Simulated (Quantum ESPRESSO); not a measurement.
pw.x input (Quantum ESPRESSO 7.5; PBEsol, PseudoDojo standard norm-conserving files, scalar-relativistic):

```
&CONTROL
  calculation = 'scf'
  pseudo_dir = './pseudo'
  outdir = './out'
  tprnfor = .true.
  tstress = .true.
/
&SYSTEM
  ibrav = 0
  nat = 12
  ntyp = 4
  ecutwfc = 84.0
  ecutrho = 336.0
  occupations = 'smearing'
  smearing = 'fd'
  degauss = 0.002
  nbnd = 57
/
&ELECTRONS
  conv_thr = 1.2e-09
/
ATOMIC_SPECIES
O 15.9990 O.upf
Sc 44.9559 Sc.upf
Cs 132.9055 Cs.upf
W 183.8400 W.upf
CELL_PARAMETERS angstrom
  5.927249968000   0.000000000000   0.000000000000
 -2.963624984000   5.133149047000   0.000000000000
  0.000000000000   0.000000000000   8.105800000000
ATOMIC_POSITIONS crystal
O   0.164210000000   0.835790000000   0.343430000000
O   0.835790000000   0.164210000000   0.656570000000
O   0.164210000000   0.328420000000   0.343430000000
O   0.835790000000   0.671580000000   0.656570000000
O   0.671580000000   0.835790000000   0.343430000000
O   0.328420000000   0.164210000000   0.656570000000
O   0.333333333000   0.666666667000   0.054110000000
O   0.666666667000   0.333333333000   0.945890000000
Sc   0.000000000000   0.000000000000   0.500000000000
Cs   0.000000000000   0.000000000000   0.000000000000
W   0.333333333000   0.666666667000   0.273650000000
W   0.666666667000   0.333333333000   0.726350000000
K_POINTS automatic
6 6 4 0 0 0
```

End of the output:

```

[...]
     the Fermi energy is     3.9336 ev
!    total energy              =    -711.40341046 Ry
     estimated scf accuracy    <          1.8E-10 Ry
     smearing contrib. (-TS)   =       0.00000000 Ry
     internal energy E=F+TS    =    -711.40341046 Ry
     The total energy is F=E-TS. E is the sum of the following terms:
     one-electron contribution =    -465.43900705 Ry
     hartree contribution      =     261.34230054 Ry
     xc contribution           =    -160.62736191 Ry
     ewald contribution        =    -346.67934204 Ry
     convergence has been achieved in  13 iterations
     Forces acting on atoms (cartesian axes, Ry/au):
     atom    1 type  1   force =     0.04212277   -0.02431959   -0.01059633
     atom    2 type  1   force =    -0.04212277    0.02431959    0.01059633
     atom    3 type  1   force =    -0.00000000    0.04863918   -0.01059633
     atom    4 type  1   force =     0.00000000   -0.04863918    0.01059633
     atom    5 type  1   force =    -0.04212277   -0.02431959   -0.01059633
     atom    6 type  1   force =     0.04212277    0.02431959    0.01059633
     atom    7 type  1   force =     0.00000000    0.00000000    0.07732187
     atom    8 type  1   force =    -0.00000000    0.00000000   -0.07732187
     atom    9 type  2   force =     0.00000000    0.00000000    0.00000000
     atom   10 type  3   force =     0.00000000   -0.00000000    0.00000000
     atom   11 type  4   force =     0.00000000    0.00000000   -0.01760046
     atom   12 type  4   force =     0.00000000    0.00000000    0.01760046
     Total force =     0.165666     Total SCF correction =     0.000032
     Computing stress (Cartesian axis) and pressure
          total   stress  (Ry/bohr**3)                   (kbar)     P=      -65.90
  -0.00042972   0.00000000   0.00000000          -63.21        0.00        0.00
   0.00000000  -0.00042972   0.00000000            0.00      -63.21        0.00
   0.00000000   0.00000000  -0.00048457            0.00        0.00      -71.28
```
In a gapped system the printed Fermi energy is only some level inside the gap.

Spin-orbit coupling is not included.

Geometry of the Materials Project entry, not relaxed at this level.
